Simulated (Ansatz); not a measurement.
Relaxed-ion elastic tensor of HfC (zinc blende, F-43m) in GPa (Voigt order), the program Ansatz at the PBEsol level (PAW); density 10.15 g/cm³, 15.59 Å³ per atom.

```
 171   159   159   0.0   0.0   0.0
 159   171   159   0.0   0.0   0.0
 159   159   171   0.0   0.0   0.0
 0.0   0.0   0.0  55.0   0.0   0.0
 0.0   0.0   0.0   0.0  55.0   0.0
 0.0   0.0   0.0   0.0   0.0  55.0
```

Task: Is the crystal mechanically stable?

Result: Yes: the smallest eigenvalue of C is 12.3 GPa.

Task: Work out the Voigt, Reuss and Hill averages.

Result: K_V = 163, K_R = 163, K_H = 163; G_V = 35.5, G_R = 13.2, G_H = 24.3 GPa.

Task: Give Young's modulus, Poisson's ratio, Pugh's ratio and the universal anisotropy index.

Result: E = 9KG/(3K + G) = 69.5 GPa; ν = 0.43; K/G = 6.69 (ductile by the Pugh limit of 1.75); A_U = 5G_V/G_R + K_V/K_R − 6 = 8.46.

Task: Estimate the sound speeds and the Debye temperature.

Result: v_l = √((K + 4G/3)/ρ) = 4390 m/s, v_t = √(G/ρ) = 1550 m/s, mean 1760 m/s; Θ = (h/k)(3n/4πV)^(1/3) v_m = 210 K.

Task: Give the Zener ratio and Young's modulus along [100], [110] and [111].

Result: A = 2C44/(C11 − C12) = 8.94; 1/E = S11 − 2(S11 − S12 − S44/2)Γ with Γ = 0, 1/4, 1/3 gives 18.2, 53.3, 148 GPa.

The start of the workflow was typed in or built on a structure type; neither database checked (COD, Materials Project) lists it. It is not the phase usual at ambient conditions (space group No. 225). Symmetry was held in the PBEsol relaxation; its stability against distortions is not shown here. No spin polarisation was allowed. Spin–orbit coupling is left out wherever it is not named.

Potentials: the earlier of the program's two PAW sets. The files were generated under PBE; for other functionals the program regenerates the frozen cores, and for LDA and PBEsol the local potential too.
